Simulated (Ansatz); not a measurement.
Clean, relaxed (001) surface of Co, space group P6_3/mmc (No. 194) (top face towards +c; atoms held fixed, by place in the list: 1):

```xyz
3
Lattice="2.4564 0.0000 0.0000 -1.2282 2.1273 0.0000 0.0000 0.0000 20.9694" Properties=species:S:1:pos:R:3 pbc="T T T"
Co    0.0000    1.4182    8.5000
Co    1.2282    0.7091   10.4543
Co    0.0000    1.4182   12.4084
```

All numbers below come from DFT PBEsol, scalar-relativistic, plane waves, PAW (Ansatz). Plane waves to 420 eV, a k mesh through Γ of 12×12×1 on the computed 3-atom cell and Gaussian smearing (0.10 eV); collinear spin from starting moments 1.8 1.8 1.8 μB. A dipole correction removes the field between periodic images along c.

H (atom) is adsorbed on the top face, one adsorbate per 5.2 Å², and relaxed from 3 starting sites (fractions of a and b). E_ads counts from the clean slab and the free adsorbate (spin-polarised where it has unpaired electrons); negative means bound. Heights count from the highest slab atom after relaxation. Δφ is the top face's. Δp counts per cell along +c. Bonded neighbours lie within 1.25 times the sum of covalent radii (1.35 for H) and, on that scale, within 12 % of the closest. With the adsorbate the cell is lengthened along c to keep the vacuum.

| start | ends at | E_ads (eV) | height (Å) | shortest contact | Δφ (eV) | Δp (e·Å) |
| --- | --- | --- | --- | --- | --- | --- |
| top (Co) at (0.33, 0.67) | (0.33, 0.67), 1 bonded neighbour (Co) | -2.18 | 1.48 | H–Co 1.48 Å | +0.34 | -0.011 |
| hollow (Co-Co-Co) at (0.00, 0.00) | (0.00, 0.00), 3 bonded neighbours (Co) | -3.03 | 0.90 | H–Co 1.68 Å | -0.23 | +0.006 |
| bridge (Co-Co) at (0.83, 0.67) | (0.67, 0.33), 3 bonded neighbours (Co) | -3.02 | 0.91 | H–Co 1.68 Å | -0.21 | +0.005 |

Among the sites tried, the lowest end comes from the hollow (Co-Co-Co) at (0.00, 0.00) start; the bridge (Co-Co) at (0.83, 0.67) start ended within 0.02 eV of it, though not always at the same place; other sites may lie lower.

Each end is the local minimum or symmetric point that its start leads to. The slab is only 4.0 Å thick, so the energies aren't converged with thickness.